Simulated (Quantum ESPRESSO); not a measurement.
# Band energies of C

```
C
1.0
    2.45600     0.00000     0.00000
   -1.22800     2.12696     0.00000
    0.00000     0.00000     3.65966
C
2
Direct
  0.33333   0.66667   0.00000
  0.66667   0.33333   0.00000
```

norm-conserving PBEsol (Quantum ESPRESSO, 82 Ry, without SOC); path ΓMKΓALHA,LM,KH; energies in eV from the Fermi level.

```csv
k (1/Å),point,band 1,band 2,band 3,band 4,band 5,band 6,band 7
0.00,Γ,-19.66,-7.08,-2.98,-2.98,3.47,8.44,8.44
0.42,,-19.17,-6.51,-4.76,-3.89,4.09,8.49,10.17
0.84,,-17.73,-8.39,-5.39,-4.87,5.92,6.68,8.01
1.27,,-15.40,-12.09,-6.32,-2.56,3.08,7.50,8.98
1.48,M,-14.31,-13.36,-6.44,-1.94,2.28,7.45,10.75
1.69,,-14.20,-13.26,-6.98,-1.79,2.21,8.16,10.86
2.22,,-13.01,-12.41,-10.48,-0.13,0.95,11.92,12.13
2.33,K,-12.62,-12.62,-10.72,0.42,0.42,12.17,12.17
2.65,,-14.61,-11.13,-9.63,-1.57,2.44,9.92,12.41
3.08,,-17.18,-8.50,-7.13,-4.24,5.83,6.64,10.53
3.50,,-18.89,-6.18,-5.43,-4.56,4.45,9.02,9.39
3.93,,-19.63,-7.04,-3.11,-3.05,3.51,8.46,8.58
4.04,Γ,-19.66,-7.08,-2.98,-2.98,3.47,8.44,8.44
4.46,,-19.59,-7.76,-2.98,-2.98,5.51,8.47,8.47
4.89,A,-19.51,-8.34,-2.97,-2.97,8.48,8.49,8.49
5.32,,-19.03,-7.75,-4.73,-3.87,8.56,8.97,9.86
5.74,,-17.60,-8.33,-6.02,-5.37,5.99,8.13,10.50
6.16,,-15.29,-12.00,-6.30,-3.52,2.03,7.72,12.41
6.37,L,-14.20,-13.28,-6.42,-2.81,1.11,7.66,12.89
6.69,,-13.96,-13.04,-7.54,-2.46,1.06,9.23,11.55
7.12,,-12.92,-12.32,-10.41,-0.94,0.15,9.27,13.98
7.22,H,-12.53,-12.53,-10.66,-0.38,-0.38,9.16,14.85
7.51,,-14.27,-11.24,-9.75,-2.24,1.44,9.75,13.67
7.89,,-16.61,-9.01,-7.60,-4.85,4.50,10.62,11.21
8.27,,-18.32,-6.89,-6.34,-5.26,7.90,9.48,9.66
8.74,,-19.41,-8.22,-3.36,-3.19,8.56,8.59,8.90
8.93,A,-19.51,-8.34,-2.97,-2.97,8.48,8.49,8.49
8.93,L,-14.20,-13.28,-6.42,-2.81,1.11,7.66,12.89
9.04,,-14.20,-13.28,-6.42,-2.78,1.15,7.65,12.84
9.47,,-14.27,-13.34,-6.44,-2.23,1.87,7.51,11.66
9.79,M,-14.31,-13.36,-6.44,-1.94,2.28,7.45,10.75
9.79,K,-12.62,-12.62,-10.72,0.42,0.42,12.17,12.17
10.17,,-12.58,-12.58,-10.70,0.07,0.07,10.43,13.21
10.65,H,-12.53,-12.53,-10.66,-0.38,-0.38,9.16,14.85
```

A metal at this level: along this path bands 4, 5 cross the Fermi level.

Geometry of the Materials Project entry, not relaxed at this level.

This is not the ordinary phase of the substance; no match was found in the copy of COD used, and its stability was not checked.
